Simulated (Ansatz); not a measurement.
This run works on a generated trial structure, not on a known crystal.

Input and command of a plane-wave DFT calculation in Ansatz:

```yaml
crystal:
  lattice:
    - [5.73510584, 0.0, 0.0]
    - [-2.86755292, 4.96674735, 0.0]
    - [0.0, 0.0, 9.41884253]
  atoms:
    - { symbol: Hf, position: [0.33333333, 0.66666667, 0.0] }
    - { symbol: Hf, position: [0.66666667, 0.33333333, 0.0] }
    - { symbol: Pd, position: [0.0, 0.0, 0.25268329] }
    - { symbol: Pd, position: [0.0, 0.0, 0.74731671] }
    - { symbol: Se, position: [0.33333333, 0.66666667, 0.5] }
    - { symbol: Se, position: [0.66666667, 0.33333333, 0.5] }
    - { symbol: Br, position: [0.0, 0.0, 0.5] }
    - { symbol: Br, position: [0.0, 0.0, 0.0] }
    - { symbol: O, position: [0.5, 0.0, 0.0] }
    - { symbol: O, position: [0.0, 0.5, 0.0] }
    - { symbol: O, position: [0.5, 0.5, 0.0] }
basis:
  ecutwfc: 420
kpoints:
  mp_grid: { grid: [3, 3, 2] }
hamiltonian:
  xc: pbe
scf:
  occupations: { method: gaussian, width: 0.15 }
  lower_state_search: "off"
output:
  forces: true
  stress: true
  eigenvalues: true
relax:
  adjacent_minimum: "off"
  f_tol: 0.08
  max_steps: 16
  cell: { stress_tol: 0.8 }
```

```bash
ansatz run input.yaml --threads 1 --pin off --max-ram 2560MiB --backend cpu --events-out ev --progress --plain --runs-dir out
```

Processor: Arm Neoverse V1, 1 thread, on a host shared with other jobs.

Q: How long does it run, and how much memory does it take?

A: About 120 s, peak memory 0.69 GiB. It solves 92 bands at 6 k points (after reduction by symmetry) with about 6823 plane waves (on the last cell), in 82 SCF iterations over 8 ionic steps.
